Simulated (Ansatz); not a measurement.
C:
```xyz
8
Lattice="-2.4378 3.8885 1.6341 2.4378 -3.8885 1.6341 2.4378 3.8885 -1.6341" Properties=species:S:1:pos:R:3 pbc="T T T"
C      1.2189     5.1451    -0.8170
C      1.2189     2.6319     0.8170
C     -1.2189     2.6319     0.8170
C      1.2189     1.2566     0.8170
C      2.4378     0.5672     1.2345
C      2.4378     3.3213     1.2345
C      0.0000     3.3213     0.3995
C      0.0000     0.5672     0.3995
```

Relaxed with r²SCAN. Special points in fractions of this cell's reciprocal vectors: Γ (0.000, 0.000, 0.000); X (0.500, -0.500, 0.500); F0 (0.348, -0.348, 0.652); Σ0 (-0.348, 0.348, 0.348); Λ0 (0.294, 0.294, -0.294); G0 (0.706, -0.294, 0.294); R (0.000, 0.500, 0.000); W (0.250, 0.250, 0.250); S (0.500, 0.000, 0.000); T (0.000, 0.000, 0.500).

Question: List the band energies nearest the Fermi level at these points for plane-wave PAW r²SCAN (Ansatz code).

Answer: In eV from the Fermi level; about four levels below and three above (degenerate sets whole), none deeper than 8.9 eV; points with the same levels are listed once.

```tsv
k	below	above
Γ	-2.61 -2.58 -1.25 -1.06	0.53 2.07 5.30
X	-4.86 -2.47 -2.31 -0.71	1.98 4.24 4.50
F0	-4.06 -2.69 -2.23 -0.81	1.02 4.05 4.32
Λ0	-4.79 -4.59 -1.94 -1.10	1.69 3.19 4.14
R	-5.40 -4.65 -3.79 -0.35	0.78 4.52 4.85
W	-4.97 -4.97 -2.31 -2.31	2.50 2.50 5.91 5.91
S	-4.73 -3.81 -2.08 -1.40	1.26 3.40 5.21
T	-3.17 -3.17 -1.65 -1.65	1.74 1.74 5.58 5.58
```

Space group Imma. The start of the workflow was typed in or built on a structure type; neither database checked (COD, Materials Project) lists it. It is not the phase usual at ambient conditions (space group No. 194, 227). Symmetry was held in the r²SCAN relaxation; whether a distortion lowers the energy is not shown. The Fermi level of a semimetal is unsure by some 0.05 eV on such meshes.

Potentials: the later of the program's two PAW sets.
